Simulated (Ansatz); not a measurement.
MnIr (P4/mmm); Mn2 tilted by 20° from z and held.

```xyz
4
Lattice="2.7259 -2.7259 0.0000 2.7259 2.7259 0.0000 2.7259 0.0000 3.6430" Properties=species:S:1:pos:R:3 pbc="T T T"
Mn    4.0888   -1.3629    1.8215
Mn    4.0888    1.3629    1.8215
Ir    0.0000    0.0000    0.0000
Ir    2.7259    0.0000    0.0000
```

The geometry is a structure as deposited in COD, repeated to hold the magnetic orders, held fixed and not relaxed.

Functional, mesh and filling: PBEsol, 10×10×10 k mesh, Fermi–Dirac smearing of 0.03 eV. PAW means Ansatz 0.2.0 on its default frozen-core files. Site moments are integrated in spheres about the atoms. Start moments (μB): Mn1 1.6, Mn2 1.6.

Iteration by iteration:

| iteration | Harris–Foulkes energy less the last (meV) | density residual (eV) | ∫|m| (μB) |
| --- | --- | --- | --- |
| 1 | -636.350 | 3.1e+00 | 2.9818 |
| 2 | -180.546 | 9.8e-01 | 3.0677 |
| 3 | -74.383 | 1.3e+00 | 3.3198 |
| 4 | 25.455 | 3.2e-02 | 3.3077 |
| 5 | -6.059 | 4.2e-02 | 3.4198 |
| 6 | -0.792 | 2.2e-02 | 3.5502 |
| 7 | -5.831 | 2.1e-02 | 3.7563 |
| 8 | -6.674 | 8.4e-03 | 3.8128 |
| 9 | -6.798 | 1.1e-04 | 3.8816 |
| 10 | -6.993 | 2.4e-04 | 3.9111 |
| 11 | -7.044 | 8.1e-06 | 3.9292 |
| 12 | -7.010 | 2.6e-06 | 3.9263 |
| 13 | -7.012 | 1.2e-08 | 3.9267 |
| 14 | -6.991 | 2.6e-09 | 3.9265 |
| 15 | -6.998 | 3.1e-09 | 3.9264 |
| 16 | -23.217 | 8.4e-05 | 3.9020 |
| 17 | -59.525 | 7.1e-04 | 4.0078 |
| 18 | -20.269 | 8.5e-05 | 3.9008 |
| 19 | -15.215 | 5.2e-05 | 3.8992 |
| 20 | -11.359 | 8.0e-04 | 3.8965 |
| 21 | -0.767 | 3.5e-06 | 3.9140 |
| 22 | -0.556 | 2.0e-04 | 3.9070 |
| 23 | 0.037 | 3.0e-05 | 3.8892 |
| 24 | 0.251 | 1.1e-05 | 3.8760 |
| 25 | -0.075 | 7.4e-06 | 3.8702 |
| 26 | -0.056 | 1.9e-08 | 3.8661 |
| 27 | -0.009 | 9.0e-09 | 3.8657 |
| 28 | 0.000 | 4.1e-09 | 3.8659 |

Site moments (μB): Mn1 (0.01, 0.00, 1.68); Mn2 (0.57, 0.00, 1.58); Ir3 (-0.02, 0.00, -0.14); Ir4 (-0.02, 0.00, -0.14). Cell moment 3.04 μB.

The PAW files were made with PBE; the program remakes their cores once for the run's functional and then keeps them frozen. The Ansatz runs typed with the search for lower states off end where their start leads. Spin–orbit coupling is left out although heavy atoms are present. These are results for the start and cell typed. The real compound can order otherwise, in a larger cell, or not at all, since semilocal functionals without spin fluctuations often overstate magnetism; near a collapse of the moment, mesh and smearing move it by tens of per cent.
